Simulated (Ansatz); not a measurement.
**InO: what symmetry allows forces and stress to be**

```xyz
4
Lattice="3.2628 0.0000 0.0000 -1.6314 2.8257 0.0000 0.0000 0.0000 16.4290" Properties=species:S:1:pos:R:3 pbc="T T T"
In    1.6314    0.9419    9.7111
In    1.6314    0.9419    6.7179
O     0.0000    0.0000   10.6576
O     0.0000    0.0000    5.7713
```

The calculation used DFT PBE, scalar-relativistic, plane waves, PAW (Ansatz 0.2.0).

Plane waves to 420 eV, a k mesh through Γ of 12×12×4 on the computed 4-atom cell and Gaussian smearing (0.05 eV); no spin polarisation.

This distorted cell has space group P-6m2, with 12 operations.

**Question.** Without a calculation: in which directions can each atom feel a force?

**Answer.** A force must be left unchanged by every operation that keeps its atom in place, so it lies in the space that those operations leave fixed. Atoms that the group maps onto each other feel forces of one size.
```csv
atom,site symmetry,operations at the site,equivalent to atom,allowed force (Cartesian)
In1,3m.,6,1,"along (0.00, 0.00, 1.00)"
In2,3m.,6,1,"along (0.00, 0.00, 1.00)"
O3,3m.,6,3,"along (0.00, 0.00, 1.00)"
O4,3m.,6,3,"along (0.00, 0.00, 1.00)"
```

That leaves 2 independent force components of 12. A relaxation in this cell that keeps the symmetry moves the atoms in these directions alone.

**Question.** And the stress tensor?

**Answer.** It must be invariant under the point group, which leaves 2 independent components: yz, xz, xy vanish; xx = yy.

**Question.** Do the computed values obey this?

**Answer.** Yes. Forces (eV/Å):
```
In1  0.000  0.000 -0.247
In2  0.000  0.000  0.247
O3   0.000  0.000 -0.318
O4   0.000  0.000  0.318
```

Stress (GPa, compression positive, xx yy zz yz xz xy): 4.94 4.94 -2.42 0.00 0.00 0.00. The program imposes the same operations on density, forces and stress, so this confirms the analysis and is no independent test of the calculation.

The cell holds layers, and where no dispersion correction was added their binding is poorly described.